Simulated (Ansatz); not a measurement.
MoS$_{2}$ in space group R-3m (No. 166; Mo on 3a, S on 6c) at seven volumes, plane-wave PAW r²SCAN+D4 (Ansatz code), shape and atoms relaxed at each. One row is withheld.

| V (Å³/atom) | P (GPa) |
|---|---|
| 16.415 | 5.66 |
| 16.956 | ? |
| 17.498 | 1.28 |
| 18.039 | 0.00 |
| 18.580 | -0.97 |
| 19.121 | -1.59 |
| 19.662 | -1.86 |

Problem. Fit the shown pressures and predict the withheld one.

Solution. P = (3/2)B₀(x^(7/2) − x^(5/2))[1 + (3/4)(B′ − 4)(x − 1)] with x = (V₀/V)^(2/3). Least squares on the six rows gives V₀ = 18.020 Å³/atom, B₀ = 37.3 GPa, B′ = 11.29. At V = 16.956, x = 1.0414 and P = 3.14 GPa. The run itself gave 3.20 GPa.

The workflow started from a Materials Project entry (that database holds measured and hypothetical structures alike); the Crystallography Open Database files this formula in space group No. 166, but the cells were not matched. It is not the phase usual at ambient conditions (space group No. 160, 194). The cell was relaxed with r²SCAN+D4 under the symmetry of its start; whether a distortion lowers the energy is not shown. The run is not spin-polarised.

Potentials: the later of the program's two PAW sets.
